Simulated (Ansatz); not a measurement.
# Compressing K2TiF6: a fit and a missing row

K2TiF6, P-3m1, a = 5.542 Å, c = 4.445 Å. The structure is a COD entry; whether it is the stable form wasn't checked. Ansatz: LDA, PAW, 420 eV, Γ-centred 6×6×6 mesh on 9 atoms, Gaussian smearing 0.02 eV; no spin polarisation. Shape and atoms are relaxed at each volume; pressure is positive in compression.

| V (Å³/atom) | P (GPa) |
| --- | --- |
| 11.563 | 8.21 |
| 11.957 | 5.48 |
| 12.351 | 3.27 |
| 12.745 | ? |
| 13.139 | 0.01 |
| 13.533 | -1.14 |
| 13.928 | -2.07 |
| 14.453 | -3.05 |

**Question.** Take V0 = 13.139 Å³/atom, count pressures from its P0 = 0.01 GPa, fit the third-order Birch–Murnaghan form to the other rows, and predict the missing pressure.

**Answer.** With the Eulerian strain f = ½[(V0/V)^(2/3) − 1] and y = (P − P0)/[3f(1 + 2f)^(5/2)], the form is the line y = B0 + 1.5 B0 (B0′ − 4) f. Rows (f, y): 0.04446, 49.7; 0.03243, 48.0; 0.02105, 46.6; -0.00975, 41.3; -0.01907, 40.1; -0.03078, 38.8. Means f = 0.006390, y = 44.083; Σ(Δf)² = 0.004633, ΣΔfΔy = 0.6954; the slope is their ratio. y = 43.12 + 150.1 f GPa, so B0 = 43.1 GPa and B0′ = 4 + 2 × (150.1)/(3 × 43.12) = 6.32. At V = 12.745, f = 0.01025, y = 44.66 and P = 1.45 GPa. The run gave 1.48 GPa, so the fit is 0.03 GPa too low, within twice the rms miss on the fitted rows (0.02 GPa).

Cost: 8 runs of about 3.6 core-minutes in all, on Intel Xeon 6975P-C (Granite Rapids) (shared hosts).